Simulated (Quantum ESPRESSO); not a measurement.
## Band energies of WS$_{2}$ monolayer at +3 % biaxial strain

```xyz
3
Lattice="3.2400 0.0000 0.0000 -1.6200 2.8059 0.0000 0.0000 0.0000 16.1000" Properties=species:S:1:pos:R:3 pbc="T T T"
S      0.0000     0.0000    -1.5336
S      0.0000     0.0000     1.5336
W      1.6200     0.9353     0.0000
```

PBEsol (Quantum ESPRESSO, PseudoDojo norm-conserving, 74 Ry, no spin-orbit coupling); path ΓMKΓ; energies in eV from the valence-band maximum.

```csv
k (1/Å),point,band 9,band 10,band 11,band 12,band 13,band 14,band 15,band 16
0.00,Γ,-3.28,-2.05,-2.03,-2.03,0.00,2.54,2.54,2.81
0.22,,-3.12,-2.78,-2.27,-1.56,-0.13,2.42,2.50,2.67
0.45,,-3.59,-2.77,-2.72,-1.56,-0.63,2.21,2.39,2.57
0.67,,-4.37,-3.27,-2.21,-1.84,-1.23,2.22,2.33,3.13
1.01,,-4.57,-3.69,-2.10,-1.71,-1.16,2.33,2.77,3.75
1.12,M,-4.57,-3.72,-2.11,-1.67,-1.09,2.36,2.84,3.79
1.23,,-4.56,-3.71,-2.11,-1.92,-0.98,2.35,2.85,3.86
1.44,,-4.48,-3.60,-3.05,-2.15,-0.70,2.03,3.16,3.68
1.77,K,-4.66,-4.10,-3.35,-2.38,-0.27,1.28,3.29,3.76
1.95,,-4.37,-3.95,-3.48,-2.21,-0.56,1.68,3.31,3.37
2.14,,-4.39,-3.67,-3.36,-1.88,-0.95,2.20,2.67,3.18
2.41,,-4.16,-3.60,-2.63,-1.47,-1.05,1.90,2.51,2.66
2.60,,-3.50,-3.08,-2.75,-1.38,-0.65,2.09,2.40,2.43
2.78,,-3.05,-2.94,-2.44,-1.47,-0.21,2.37,2.40,2.60
3.06,Γ,-3.28,-2.05,-2.03,-2.03,0.00,2.54,2.54,2.81
```

The PBEsol gap is indirect, 1.28 eV, from Γ to K; the smallest direct gap is 1.55 eV. The valence-band maximum lies 5.60 eV below the vacuum level.

Without spin-orbit coupling, band edges of such heavy elements can be off by tenths of an eV.

Geometry strained from the cell relaxed with PBEsol, atoms relaxed again.
